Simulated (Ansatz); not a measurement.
MoS2:
Space group R-3m, hexagonal axes (No. 166); a = 3.2023 Å, b = 3.2023 Å, c = 18.2811 Å, α = 90.00°, β = 90.00°, γ = 120.00°

```json
[
 {"atom": "Mo", "site": "3a", "symmetry": "-3m", "x": "0.0000", "y": "0.0000", "z": "0.0000"},
 {"atom": "S", "site": "6c", "symmetry": "3m", "x": "0.0000", "y": "0.0000", "z": "0.2482"}
]
```
(The calculation used a cell of 3 atoms; values per cell refer to that cell.)

Relaxed at zero pressure with the program Ansatz at the r²SCAN+D4 level (PAW).

Question: The volume is raised by 6 % and shape and atoms relax at that volume. What pressure results, and how do the axes share the change?

Answer: -1.6 GPa; a 0.7 %, b 0.7 %, c 4.5 %; the energy rises by 6 meV/atom.

Question: Give the new structure.

Answer: 
Space group R-3m, hexagonal axes (No. 166); a = 3.2255 Å, b = 3.2255 Å, c = 19.0999 Å, α = 90.00°, β = 90.00°, γ = 120.00°

```json
[
 {"atom": "Mo", "site": "3a", "symmetry": "-3m", "x": "0.0000", "y": "0.0000", "z": "0.0000"},
 {"atom": "S", "site": "6c", "symmetry": "3m", "x": "0.0000", "y": "0.0000", "z": "0.2522"}
]
```

The phase is kept; no other phase was compared at this pressure.

The first step of the workflow began from a Materials Project structure, measured or hypothetical; the Crystallography Open Database files this formula in space group No. 166, but the cells were not matched. It is not the phase usual at ambient conditions (space group No. 160, 194). Symmetry was held in the r²SCAN+D4 relaxation; whether a distortion lowers the energy is not shown. The run is not spin-polarised.

Potentials: the later of the program's two PAW sets.
